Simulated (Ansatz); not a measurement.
## Elastic constants of BaAs2Ru2: input and output

Method: DFT LDA, scalar-relativistic, plane waves, PAW (Ansatz).

Launched with:
```bash
ansatz run input.yaml --threads 2 --pin off --max-ram 6144MiB --backend cpu --events-out ev --progress --plain --runs-dir out
```

Input (bare energies are in eV):
```yaml
crystal:
  lattice:
    - [-2.0528853471, 2.0528853471, 5.9937321789]
    - [2.0528853471, -2.0528853471, 5.9937321789]
    - [2.0528853471, 2.0528853471, -5.9937321789]
  atoms:
    - { symbol: Ba, position: [0.0, 0.0, 0.0] }
    - { symbol: As, position: [0.6471781941, 0.6471781941, 0.0] }
    - { symbol: As, position: [0.3528218059, 0.3528218059, 0.0] }
    - { symbol: Ru, position: [0.75, 0.25, 0.5] }
    - { symbol: Ru, position: [0.25, 0.75, 0.5] }
basis:
  ecutwfc: 420
kpoints:
  mp_grid: { grid: [12, 12, 12] }
hamiltonian:
  xc: lda
scf:
  occupations: { method: fermi_dirac, width: 0.15 }
output:
  forces: true
  stress: true
  eigenvalues: true
elastic:
  mode: relaxed_ion
  amplitude: 0.005
  stencil: two_point
```

From the output:
```
--- Elastic constants: 4 strain directions × 2 members + reference (group order 16) ---
  dense FFT box of the reference and of every strained cell: 45×45×45
  strains applied: 11, 33, 23, 12; error gains: componentwise 1.00 (the most a stress slope's error grows in a printed constant), spectral 1.41 (1 for all six strains in a standard setting)
  C = ∂σ_k/∂η_j (tension-positive GPa; Voigt order 11 22 33 23 13 12):
       184.749     76.685     66.120      0.000      0.000     -0.000
        76.685    184.749     66.120     -0.000      0.000     -0.000
        66.132     66.132     93.318      0.000      0.000      0.000
         0.000      0.000      0.000     39.009      0.000      0.000
         0.000      0.000      0.000      0.000     39.009      0.000
         0.000      0.000      0.000      0.000      0.000     87.822
  reference stress σ⁰ (GPa):     -0.000     -0.000     -0.001     -0.000      0.000     -0.000
  C* (energy form; C + prestress term) asymmetry max|C*_kj − C*_jk| = 1.178e-2 GPa — a small one proves nothing (zero by symmetry where the batch's group is 432, −43m or m−3m); a large one is finite-difference/SCF noise where every solve ...
  moduli (Voigt/Reuss/Hill, GPa): K = 97.85/85.26/91.56   G = 50.09/42.13/46.11   E = 118.45   ν = 0.284
  mechanically stable: yes (min eigenvalue of sym C = 39.01 GPa)
  the stresses are not corrected for the forces that the relaxations left standing (`elastic.f_tol`)
  strain η (Voigt 11):  stress-route row diagonal C_11 = 184.75 GPa, energy-path curvature d²(F+E_count+ΔE)/dδ²/Ω₀ = 184.76 GPa
         δ    σ_11 (GPa) F (eV) n_scf n_hpsi n_pw
    -5.000e-3      -0.9280      -26847.1358212       6  165133   1990   relax 5 steps, max|allowed force component| 2.01e-6 eV/Å
     5.000e-3       0.9195      -26847.1358284       6  166998   2002   relax 3 steps, max|allowed force component| 1.47e-5 eV/Å
  strain η (Voigt 33):  stress-route row diagonal C_33 = 93.32 GPa, energy-path curvature d²(F+E_count+ΔE)/dδ²/Ω₀ = 93.32 GPa
         δ    σ_33 (GPa) F (eV) n_scf n_hpsi n_pw
    -5.000e-3      -0.4725      -26847.1365397       6   98164   1986   relax 3 steps, max|allowed force component| 2.22e-5 eV/Å
     5.000e-3       0.4606      -26847.1365520       6   95948   2002   relax 3 steps, max|allowed force component| 2.99e-6 eV/Å
  strain η (Voigt 23):  stress-route row diagonal C_44 = 39.01 GPa, energy-path curvature d²(F+E_count+ΔE)/dδ²/Ω₀ = 39.01 GPa
         δ    σ_23 (GPa) F (eV) n_scf n_hpsi n_pw
    -5.000e-3      -0.1950      -26847.1369747       6  279240   1996   relax 7 steps, max|allowed force component| 2.89e-6 eV/Å
     5.000e-3       0.1951      -26847.1369747       6  279038   1996   relax 4 steps, max|allowed force component| 5.88e-6 eV/Å
  strain η (Voigt 12):  stress-route row diagonal C_66 = 87.82 GPa, energy-path curvature d²(F+E_count+ΔE)/dδ²/Ω₀ = 87.82 GPa
         δ    σ_12 (GPa) F (eV) n_scf n_hpsi n_pw
    -5.000e-3      -0.4391      -26847.1365890       6  159160   1998   relax 2 steps, max|allowed force component| 2.73e-5 eV/Å
     5.000e-3       0.4391      -26847.1365890       6  158894   1998   relax 2 steps, max|allowed force component| 2.73e-5 eV/Å
```

It took 35 min on 2 threads of Arm Neoverse V1 (shared host), peak memory 1.8 GiB.

In a metal, frequencies and elastic constants depend on the k mesh and the smearing, soft modes and shear constants most.